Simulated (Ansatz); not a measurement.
Geometry optimisation in Ansatz: input, command and trajectory.

```yaml
crystal:
  lattice:
    - [0.0, 3.6426096365, 3.6426096365]
    - [3.6426096365, 0.0, 3.6426096365]
    - [3.6426096365, 3.6426096365, 0.0]
  atoms:
    - { symbol: Zr, position: [0.625, 0.625, 0.625] }
    - { symbol: Zr, position: [0.125, 0.625, 0.625] }
    - { symbol: Zr, position: [0.625, 0.625, 0.125] }
    - { symbol: Zr, position: [0.625, 0.125, 0.625] }
    - { symbol: O, position: [0.0, 0.0, 0.0] }
    - { symbol: O, position: [0.25, 0.25, 0.25] }
basis:
  ecutwfc: 500
kpoints:
  mp_grid: { grid: [4, 4, 4] }
hamiltonian:
  xc: r2scan
scf:
  occupations: { method: gaussian, width: 0.1 }
  lower_state_search: "off"
output:
  forces: true
  stress: true
  eigenvalues: true
relax:
  adjacent_minimum: "off"
  f_tol: 0.04
  max_steps: 70
  cell: { stress_tol: 0.4 }
```

```bash
ansatz run input.yaml --threads 1 --pin off --max-ram 3072MiB --backend cpu --events-out ev --progress --plain --runs-dir out
```

Computed with DFT r2SCAN, scalar-relativistic, plane waves, PAW in Ansatz 0.2.0.

Of 4 frames 4 are shown, positions in Å and forces in eV/Å; the SCF threshold varies from step to step. Steps run on the plane waves of an earlier cell, with a Pulay correction in the pressure. The basis is chosen afresh for the last frame, the zero of the energies, and at times for earlier ones too; energy and pressure step there, also at an unchanged geometry.

```xyz
6
Lattice="0.0000 3.6426 3.6426 3.6426 0.0000 3.6426 3.6426 3.6426 0.0000" Properties=species:S:1:pos:R:3:forces:R:3 pbc="T T T" step=1 free_energy_over_end_meV_per_atom=100.24 pressure_GPa=13.74
Zr    4.5533    4.5533    4.5533    0.0000    0.0000    0.0000
Zr    4.5533    2.7320    2.7320    0.0000    0.0000    0.0000
Zr    2.7320    2.7320    4.5533    0.0000    0.0000    0.0000
Zr    2.7320    4.5533    2.7320    0.0000    0.0000    0.0000
O     0.0000    0.0000    0.0000    0.0000    0.0000    0.0000
O     1.8213    1.8213    1.8213    0.0000    0.0000    0.0000
6
Lattice="0.0000 3.8202 3.8202 3.8202 0.0000 3.8202 3.8202 3.8202 0.0000" Properties=species:S:1:pos:R:3:forces:R:3 pbc="T T T" step=2 free_energy_over_end_meV_per_atom=1.46 pressure_GPa=0.53
Zr    4.7752    4.7752    4.7752    0.0000    0.0000    0.0000
Zr    4.7752    2.8651    2.8651    0.0000    0.0000    0.0000
Zr    2.8651    2.8651    4.7752    0.0000    0.0000    0.0000
Zr    2.8651    4.7752    2.8651    0.0000    0.0000    0.0000
O     0.0000    0.0000    0.0000    0.0000    0.0000    0.0000
O     1.9101    1.9101    1.9101    0.0000    0.0000    0.0000
6
Lattice="0.0000 3.8280 3.8280 3.8280 0.0000 3.8280 3.8280 3.8280 0.0000" Properties=species:S:1:pos:R:3:forces:R:3 pbc="T T T" step=3 free_energy_over_end_meV_per_atom=1.29 pressure_GPa=0.07
Zr    4.7850    4.7850    4.7850    0.0000    0.0000    0.0000
Zr    4.7850    2.8710    2.8710    0.0000    0.0000    0.0000
Zr    2.8710    2.8710    4.7850    0.0000    0.0000    0.0000
Zr    2.8710    4.7850    2.8710    0.0000    0.0000    0.0000
O     0.0000    0.0000    0.0000    0.0000    0.0000    0.0000
O     1.9140    1.9140    1.9140    0.0000    0.0000    0.0000
6
Lattice="0.0000 3.8280 3.8280 3.8280 0.0000 3.8280 3.8280 3.8280 0.0000" Properties=species:S:1:pos:R:3:forces:R:3 pbc="T T T" step=4 free_energy_over_end_meV_per_atom=0.00 pressure_GPa=0.12
Zr    4.7850    4.7850    4.7850    0.0000    0.0000    0.0000
Zr    4.7850    2.8710    2.8710    0.0000    0.0000    0.0000
Zr    2.8710    2.8710    4.7850    0.0000    0.0000    0.0000
Zr    2.8710    4.7850    2.8710    0.0000    0.0000    0.0000
O     0.0000    0.0000    0.0000    0.0000    0.0000    0.0000
O     1.9140    1.9140    1.9140    0.0000    0.0000    0.0000
```

The start puts this composition into another compound's structure type, which needn't suit it. At the end the space group is Fd-3m (tolerance 0.05 Å).

It took 20 s on 1 thread of Arm Neoverse V2 (shared host), peak memory 0.65 GiB.

The k mesh is coarse.